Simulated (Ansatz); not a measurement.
SiGe:
Space group R-3m, hexagonal axes (No. 166); a = b = 2.875 Å, c = 14.151 Å, α = β = 90.00°, γ = 120.00°

```
atom  site  symmetry       x       y       z
----  ----  --------  ------  ------  ------
Ge      3a       -3m  0.0000  0.0000  0.0000
Si      3b       -3m  0.0000  0.0000  0.5000
```
(The calculation used a cell of 2 atoms; values per cell refer to that cell.)

Relaxed at zero pressure with DFT-r²SCAN in the program Ansatz with PAW potentials.

### Question
The volume is raised by 3 % and shape and atoms relax at that volume. What pressure results, and how do the axes share the change?

### Answer
-2.0 GPa; a 1.0 %, b 1.0 %, c 1.0 %; the energy rises by 3 meV/atom.

### Question
Give the new structure.

### Answer

Space group R-3m, hexagonal axes (No. 166); a = 2.902 Å, b = 2.902 Å, c = 14.299 Å, α = 90.00°, β = 90.00°, γ = 120.00°

```csv
atom,site,symmetry,x,y,z
Ge,3a,-3m,0.0000,0.0000,0.0000
Si,3b,-3m,0.0000,0.0000,0.5000
```

The phase is kept; no other phase was compared at this pressure.

The start of the workflow was typed in or built on a structure type; neither database checked (COD, Materials Project) lists it. Its standing as an ambient phase is unchecked. Symmetry was held in the r²SCAN relaxation; whether a distortion lowers the energy is not shown. Its formation energy is positive at this level, so the cell may be metastable or incomplete.

Potentials: the later of the program's two PAW sets.
